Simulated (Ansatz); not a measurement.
# Structure relaxation, CoSi2

The start is a relaxed CoSi2 cell, doubled along one cell vector, shaken by Gaussian noise of σ = 0.08 Å a coordinate. A full variable-cell relaxation at zero pressure is run with PBE (plane waves to 420 eV, PAW, scalar-relativistic; Ansatz, an electronic-structure program). The first steps use a coarse 7×4×9 k-mesh.

Starting cell:
```
CoSi2
1.0
    4.16416     0.00000     0.00000
   -4.16416     7.21254     0.00000
    0.00000     0.00000     2.49936
Co Si
2 4
Cartesian
 -0.05559  -0.02672   0.08793
 -2.04637   3.59039   0.05403
 -0.00474   2.38095   1.26615
 -2.09434   5.93147   1.25477
  2.20014   1.16894   1.24541
 -0.10616   4.82416   1.29007
```

- Relative to the parent: It does not go back: it reaches P4/mbm (No. 127), 0.66 eV/atom below the parent
- Shortest distances (start → end): The closest pairs of elements (up to four, under 3.6 Å), start → end: Si–Si 2.28 → 2.41 Å; Co–Si 2.53 → 2.41 Å; Co–Co 2.50 → 2.51 Å
- Optimiser moves: 21

It ends as:

Space group P4/mbm (No. 127); a = b = 5.4448 Å, c = 2.5055 Å, α = β = γ = 90.00°

| atom | site | symmetry | x | y | z |
|---|---|---|---|---|---|
| Co | 2b | 4/m.. | 0.5000 | 0.5000 | 0.5000 |
| Si | 4g | m.2m | 0.1565 | 0.3435 | 0.0000 |

Final values are on a 9×9×18 k-mesh of the relaxed cell. No spin polarisation in the result. A magnetic state may lie lower.

The relaxed structure here is a generated cell of CoSi2: the first start was made by placing the elements on the sites of a structure type, and the end was not matched to a known phase here, so it may be hypothetical. Known forms of CoSi2 include space group No. 225.
